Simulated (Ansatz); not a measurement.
BiTe under strain — Bi-209 nuclear quadrupole resonance

Cell: a structure deposited in the COD, relaxed with PBE at fixed cell and then changed (z compressed by 1 %, ions relaxed).

```cif
data_structure
_symmetry_space_group_name_H-M 'P 1'
_symmetry_Int_Tables_number 1
_cell_length_a 4.4220
_cell_length_b 4.4220
_cell_length_c 23.8095
_cell_angle_alpha 90.000
_cell_angle_beta 90.000
_cell_angle_gamma 120.000
_cell_volume 403.20
loop_
_atom_site_label
_atom_site_type_symbol
_atom_site_fract_x
_atom_site_fract_y
_atom_site_fract_z
_atom_site_occupancy
Bi1 Bi 0.00000 0.00000 0.12438 1
Bi2 Bi 0.00000 0.00000 0.87562 1
Bi3 Bi 0.33333 0.66667 0.29189 1
Bi4 Bi 0.66667 0.33333 0.70811 1
Bi5 Bi 0.66667 0.33333 0.46470 1
Bi6 Bi 0.33333 0.66667 0.53530 1
Te7 Te 0.33333 0.66667 0.05274 1
Te8 Te 0.66667 0.33333 0.94726 1
Te9 Te 0.66667 0.33333 0.20865 1
Te10 Te 0.33333 0.66667 0.79135 1
Te11 Te 0.00000 0.00000 0.36438 1
Te12 Te 0.00000 0.00000 0.63562 1
```

Sites (sets of like atoms) are named by element and the number of their first atom in this list.

The numbers come from a DFT calculation in Ansatz (PBE, plane waves and PAW, scalar-relativistic, 420 eV cutoff, Γ-centred 11×11×2 k-points, Fermi–Dirac smearing 0.05 eV).

Bi-209: I = 9/2, Q = -516.0 mb (year-2017 value). Static lattice, zero field.

Problem. Predict the zero-field Bi-209 lines of each site.

Solution. For I = 9/2 and η = 0 the lines are |C_Q|/24 times 1, 2, 3 and 4; η shifts the lowest up most.

| site | atoms | V_zz (10²¹ V/m²) | C_Q (MHz) | η | line frequencies (MHz) |
| --- | --- | --- | --- | --- | --- |
| Bi1 | 1, 2 | 0.57 | -7.09 | 0.00 | 0.295, 0.591, 0.886, 1.18 |
| Bi3 | 3, 4 | 2.37 | -29.5 | 0.00 | 1.23, 2.46, 3.69, 4.92 |
| Bi5 | 5, 6 | 6.25 | -77.9 | 0.00 | 3.25, 6.50, 9.74, 13.0 |

An axis of threefold or higher order runs through Bi1, Bi3 and Bi5, so V_zz lies along it and η is zero.

Spin–orbit coupling is left out, which shifts gradients on Bi by a few per cent in wide-gap crystals, and can shift them far more where the calculated gap is small or absent, as here. Newer work puts Q(²⁰⁹Bi) near −420 mb, which would lower these couplings by about a fifth. With a gap of 0.17 eV under a smearing of 0.05 eV the band edges are partly filled, so small gradients can hang on the smearing and the k-mesh.
